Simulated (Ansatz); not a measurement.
Ansatz run, AlW3

Input file of Ansatz 0.2.0:

```yaml
crystal:
  lattice:
    - [0.0, 4.418277, 0.0]
    - [4.418277, 0.0, 0.0]
    - [2.209139, 2.209139, -4.280675]
  atoms:
    - { symbol: Al, position: [0.0, 0.0, 0.0] }
    - { symbol: W, position: [0.5, 0.5, 0.0] }
    - { symbol: W, position: [0.25, 0.75, 0.5] }
    - { symbol: W, position: [0.75, 0.25, 0.5] }
  symmetry: { tolerance: 0.0003 }
kpoints:
  mp_grid: { grid: [3, 3, 3], shift: [0, 0, 0] }
magnetization:
  spin_polarized: false
scf:
  occupations: { method: fermi_dirac, width: 0.0397 }
hamiltonian:
  pseudopotentials: { kind: paw }
  xc: pbe0
basis:
  ecutwfc: 420
  fft_grid_basis: typed
output:
  forces: true
  stress: true
  eigenvalues: true
  bader: true
  populations: true
  elf: true
  write_potential: true
  volumetric_format: npy
  dos:
    e_range: [-12, 8]
    de: 0.05
    projected: { site_lists: { Al: [Al], W: [W] } }
```

Output (shortened):

```
SCF iter   1: F=—  Δρ=8.61e-3  dr2=8.54e-2
SCF iter   2: F=—  Δρ=4.47e-3  dr2=2.36e-2
SCF iter   3: F=—  Δρ=1.10e-3  dr2=1.42e-3
SCF iter   4: F=—  Δρ=2.99e-4  dr2=4.70e-5
SCF iter   5: F=—  Δρ=8.24e-5  dr2=1.08e-5
SCF iter   6: F=—  Δρ=3.50e-5  dr2=2.57e-6
SCF iter   7: F=—  Δρ=8.49e-6  dr2=1.57e-7
SCF iter   8: F=—  Δρ=2.09e-6  dr2=8.65e-9
SCF iter   9: F=—  Δρ=1.78e-6  dr2=6.41e-9
SCF iter  10: F=—  Δρ=7.97e-7  dr2=1.19e-9
…
SCF iter   9: F=—  Δρ=3.11e-5  dr2=6.99e-7
SCF iter  10: F=—  Δρ=4.24e-5  dr2=4.64e-6  recentre
SCF iter  11: F=—  Δρ=6.44e-6  dr2=4.08e-8
SCF iter  12: F=—  Δρ=1.24e-6  dr2=1.11e-9
SCF iter  13: F=—  Δρ=3.56e-7  dr2=1.19e-10  defer=1
SCF iter  14: F=-31682.8808 eV  Δρ=1.25e-7  dr2=1.36e-11
hybrid outer 3: dexx = +3.037e-4 eV, tail = inf eV, Δε = 1.48e-2 eV (about 3.96e-4 eV left of the loop's levels)
SCF iter   1: F=—  Δρ=2.54e-6  dr2=1.04e-9
SCF iter   2: F=-31682.8808 eV  Δρ=1.47e-6  dr2=3.37e-10
hybrid outer 4: dexx = +5.113e-9 eV, tail = 8.35e-10 eV, Δε = 2.66e-5 eV (about 1.15e-5 eV left of the loop's levels), ΔF = 1.39e-17 eV/Å (tail 5.99e-18)
Free energy (F): -31682.8808 eV
Frozen-core exchange: fock
Harris-Foulkes:  -31682.8808 eV  (|F-HF|=3.64e-11)
Internal energy: -31682.8662 eV  (E = F + TS)
E sigma→0 (E₀):  -31682.8735 eV
Entropy (-TS):   -0.0147 eV (-3.664 meV/atom)
Fermi energy:    13.4833 eV
--- Per-component energies (eV) ---
  E_band       = -687.5938
  E_kinetic    = 1333.1990
  E_local      = -2931.9523  (includes V_loc(G=0)·N_el)
  E_nonlocal   = 12.0469
  E_hartree    = 1048.9326
  E_xc         = -635.8736
  E_vxc        = -559.9327  (∫ρ·V_xc dr)
  E_exx        = -139.4397  (= α·E_x^exact, valence–valence)
  E_paw        = -26194.5682  (= ΣΔE_a)
  E_vpaw       = -359.9403  (= ΣTr[D̂ρ^β])
  E_aug_tail   = -0.0002  (compensation charges beyond the density's cutoff)
  E_ewald      = -4166.3457
  E_core_change = -8.8650  (= ΣΔE_core)
  E_smearing   = -0.0147  (= −TS)
--- Stress (GPa, compression-positive) ---
      -40.8265       0.0000       0.0000
        0.0000     -40.8265       0.0000
        0.0000       0.0000     -43.2506
  P = ⅓ Tr σ = -41.6345 GPa (-416.345 kbar)
--- Bader charges: 4 sites ---
  site symbol  charge [e]  shift [e]
     0     Al      0.7448     0.0001
     1      W     -0.2009     0.0000
     2      W     -0.2719     0.0000
     3      W     -0.2720     0.0000
```

Origin: a known structure type with other elements, at an estimated volume, so it need not be a known compound. Caveats: the exchange threshold is loose for a stress; the SCF threshold is loose for a stress; hybrid functional on a coarse k mesh; atoms or cell far from equilibrium; hybrid pressures are less sure with W, Ta, Re, Os or Al on these datasets.
